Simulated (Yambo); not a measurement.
G0W0@LDA for ZnS (space group P6_3mc, No. 186) in Yambo. Reference settings: 3×3×1 Γ-centred k mesh, bands 25 to 374 and a 7 Ry block in the screening, 374 bands in G with the Bruneval-Gonze terminator, plasmon pole fitted at 27.2 eV. The LDA gap Γ → Γ on this mesh is 1.92 eV; G0W0 gaps are taken between the same points.

The settings were changed. The gap went from 3.48 eV to 3.43 eV, and the shift of the valence edge from -0.83 eV to -0.69 eV.

Question: Which change was made?
A) 196 bands in W
B) 166 bands in G, no terminator
C) no terminator
D) 254 bands in W, 254 bands in G

Answer: C, no terminator. The others gave (gap, valence shift): 166 bands in G, no terminator: 3.43, -0.28 eV; 254 bands in W, 254 bands in G: 3.53, -0.76 eV; 196 bands in W: 3.56, -0.73 eV.

Geometry of the Materials Project entry, not relaxed at this level; primitive cell a = 3.808 Å, b = 3.808 Å, c = 18.679 Å, α = 90.00°, β = 90.00°, γ = 120.00°.

A shift is the quasiparticle energy of the state minus its LDA energy.
